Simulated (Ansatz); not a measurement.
RuSe2:
```cif
data_Ru4Se8
_chemical_formula_sum 'Ru4 Se8'
_space_group_name_H-M_alt 'Pa-3'
_space_group_IT_number 205
_space_group_name_Hall '-P 2ac 2ab 3'
_cell_length_a 5.97084
_cell_length_b 5.97084
_cell_length_c 5.97084
_cell_angle_alpha 90.000
_cell_angle_beta 90.000
_cell_angle_gamma 90.000
loop_
_atom_site_label
_atom_site_type_symbol
_atom_site_symmetry_multiplicity
_atom_site_Wyckoff_symbol
_atom_site_fract_x
_atom_site_fract_y
_atom_site_fract_z
_atom_site_occupancy
Ru1 Ru 4 a 0.00000 0.00000 0.00000 1
Se1 Se 8 c 0.38029 0.38029 0.38029 1
```

Relaxed with r²SCAN.

**Question.** Tabulate the valence density and the electron localisation function along the shortest Ru–Se contact (2.49 Å), the program Ansatz at the r²SCAN level (PAW).

**Answer.** 

| distance from Ru (Å) | density (e/Å³) | ELF |
|---|---|---|
| 0.25 | 9.35 | 0.41 |
| 0.37 | 7.90 | 0.56 |
| 0.50 | 5.84 | 0.59 |
| 0.62 | 3.77 | 0.52 |
| 0.75 | 2.13 | 0.36 |
| 0.87 | 1.11 | 0.21 |
| 0.99 | 0.66 | 0.15 |
| 1.12 | 0.53 | 0.21 |
| 1.24 | 0.53 | 0.43 |
| 1.37 | 0.61 | 0.68 |
| 1.49 | 0.74 | 0.80 |
| 1.62 | 0.94 | 0.84 |
| 1.74 | 1.43 | 0.83 |
| 1.86 | 2.76 | 0.77 |
| 1.99 | 6.11 | 0.63 |
| 2.11 | 13.46 | 0.42 |
| 2.24 | 25.80 | 0.23 |

The density is the valence pseudo-density with augmentation charge, so density and ELF within about 1 Å of a nucleus are not all-electron values.

The workflow started from a Materials Project entry (that database holds measured and hypothetical structures alike); the Crystallography Open Database files this formula in space group No. 205, but the cells were not matched. Its standing as an ambient phase is unchecked. The r²SCAN relaxation kept the symmetry of its start; its stability against distortions is not shown here. The run is not spin-polarised.

Potentials: the later of the program's two PAW sets.
